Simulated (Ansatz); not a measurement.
Co$_{2}$P:
```cif
data_Co8P4
_chemical_formula_sum 'Co8 P4'
_space_group_name_H-M_alt 'P 1'
_space_group_IT_number 1
_cell_length_a 5.41198
_cell_length_b 3.47033
_cell_length_c 6.52650
_cell_angle_alpha 90.000
_cell_angle_beta 90.000
_cell_angle_gamma 90.000
loop_
_space_group_symop_operation_xyz
  'x, y, z'
loop_
_atom_site_label
_atom_site_type_symbol
_atom_site_fract_x
_atom_site_fract_y
_atom_site_fract_z
_atom_site_occupancy
Co1 Co 0.03255 0.75000 0.67005 1
Co2 Co 0.96745 0.25000 0.32995 1
Co3 Co 0.46745 0.25000 0.17005 1
Co4 Co 0.53255 0.75000 0.82995 1
Co5 Co 0.35445 0.25000 0.56481 1
Co6 Co 0.64555 0.75000 0.43519 1
Co7 Co 0.14555 0.75000 0.06481 1
Co8 Co 0.85445 0.25000 0.93519 1
P1 P 0.75053 0.25000 0.62119 1
P2 P 0.24947 0.75000 0.37881 1
P3 P 0.74947 0.75000 0.12119 1
P4 P 0.25053 0.25000 0.87881 1
```

This is the PBEsol-relaxed structure.

**Question.** All from the program Ansatz at the PBEsol level (PAW), unless another level is named. Predict the electronic character.

**Answer.** metallic (no gap).

**Question.** And the formation energy from the elements (no fitted shifts)?

**Answer.** -61 kJ/mol-atom.

**Question.** Give the density of states at the Fermi level.

**Answer.** 0.99 states/eV per atom (mean over ±0.08 eV).

Space group Pnma. The first step of the workflow began from a Materials Project structure, measured or hypothetical; the Crystallography Open Database files this formula in space group No. 62, but the cells were not matched. Its standing as an ambient phase is unchecked. The cell was relaxed with PBEsol under the symmetry of its start; its stability against distortions is not shown here. The workflow began spin-polarised and lost its moments. The references are the lowest solids computed at this level, not always the standard phases.

Potentials: the later of the program's two PAW sets.
